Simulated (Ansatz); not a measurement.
Au (fcc (Cu type), Fm-3m) at seven volumes, PBEsol (plane waves, PAW; program Ansatz), scaled uniformly. One row is withheld.

```json
[
 {"V (Å³/atom)": "15.471", "P (GPa)": "21.60"},
 {"V (Å³/atom)": "15.981", "P (GPa)": "12.89"},
 {"V (Å³/atom)": "16.491", "P (GPa)": "5.78"},
 {"V (Å³/atom)": "17.001", "P (GPa)": "0.00"},
 {"V (Å³/atom)": "17.511", "P (GPa)": "?"},
 {"V (Å³/atom)": "18.021", "P (GPa)": "-8.54"},
 {"V (Å³/atom)": "18.531", "P (GPa)": "-11.67"}
]
```

Task: Fit the shown pressures and predict the withheld one.

Result: P = (3/2)B₀(x^(7/2) − x^(5/2))[1 + (3/4)(B′ − 4)(x − 1)] with x = (V₀/V)^(2/3). Least squares on the six rows gives V₀ = 17.001 Å³/atom, B₀ = 174 GPa, B′ = 5.84. At V = 17.511, x = 0.9805 and P = -4.72 GPa. The run itself gave -4.70 GPa.

Symmetry was held in the PBEsol relaxation. Spin–orbit coupling is left out wherever it is not named.

Potentials: the later of the program's two PAW sets.
